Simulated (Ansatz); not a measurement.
The relaxed structure here is a generated cell of AlCu: the first start was made by placing the elements on the sites of a structure type, and the end was not matched to a known phase here, so it may be hypothetical.

A relaxed cell of AlCu (Fm-3m (No. 225)), relaxed on a k-mesh at least as fine as the one used below. Level of theory: PBE (plane waves to 420 eV, PAW, scalar-relativistic; Ansatz, an electronic-structure program). Γ-centred k-mesh 11×11×11 on the run's cell (coarser than for final values), Fermi–Dirac smearing 0.05 eV.

```xyz
4
Lattice="0.0000 5.0504 5.0504 2.5252 2.5252 5.0504 2.5252 2.5252 0.0000" Properties=species:S:1:pos:R:3 pbc="T T T"
Cu     0.0000     0.0000     0.0000
Cu     2.5252     5.0504     2.5252
Al     2.5252     2.5252     2.5252
Al     2.5252     5.0504     5.0504
```

The atoms are displaced along an unstable phonon of this cell by (Å):

```
atom     ux     uy      uz
----  -----  -----  ------
Cu1   0.000  0.000   0.099
Cu2   0.000  0.000  -0.099
Al3   0.000  0.000   0.150
Al4   0.000  0.000  -0.150
```

Question: What forces (eV/Å) and pressure result?

Answer: 
```tsv
atom	Fx	Fy	Fz
Cu1	0.00	0.00	0.73
Cu2	0.00	0.00	-0.73
Al3	0.00	0.00	0.38
Al4	0.00	0.00	-0.38
```

Pressure -1.0 GPa.

Question: Estimate the energy cost of the displacement in the harmonic approximation and compare with the calculation.

Answer: For a harmonic well ΔE = −½ Σ F·u = -0.129 eV a cell, or -32 meV/atom. The calculated energy relative to the undisplaced cell is -0.04 eV/atom, so the harmonic estimate holds well.

The undisplaced cell is probably no minimum: from this displacement the run went on to P4/nmm (No. 129), 0.36 eV/atom below it.

No spin polarisation in the result.
